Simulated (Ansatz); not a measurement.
The relaxed structure here is a generated cell of Ir: the first start was made by placing the elements on the sites of a structure type, and the end was not matched to a known phase here, so it may be hypothetical. Known forms of Ir include space group No. 225.

A relaxed structure of Ir. Level of theory: PBEsol (plane waves to 420 eV, PAW, scalar-relativistic; Ansatz, a program for electronic structure).

```
CELL_PARAMETERS angstrom
      2.54053     0.00000     0.00000
      0.00000     2.54053     0.00000
      0.00000     0.00000     2.54053
ATOMIC_POSITIONS crystal
  Ir 0.00000 0.00000 0.00000
```

Determine the symmetry and give the standard cell with its independent sites.

Space group Pm-3m (No. 221); a = 2.541 Å, b = 2.541 Å, c = 2.541 Å, α = 90.00°, β = 90.00°, γ = 90.00°

| atom | site | symmetry | x | y | z |
|---|---|---|---|---|---|
| Ir | 1a | m-3m | 0.0000 | 0.0000 | 0.0000 |

This is the simple cubic type.

Give the shortest distances between elements (the closest pairs, up to four, under 3.6 Å).

Ir–Ir 2.54 Å.

```yaml
volume_per_atom: 16.40 Å³
band_gap: no gap (metallic)
```

No spin polarisation in the result.

The run could not lose the symmetry of its start, so the end can be a saddle point.
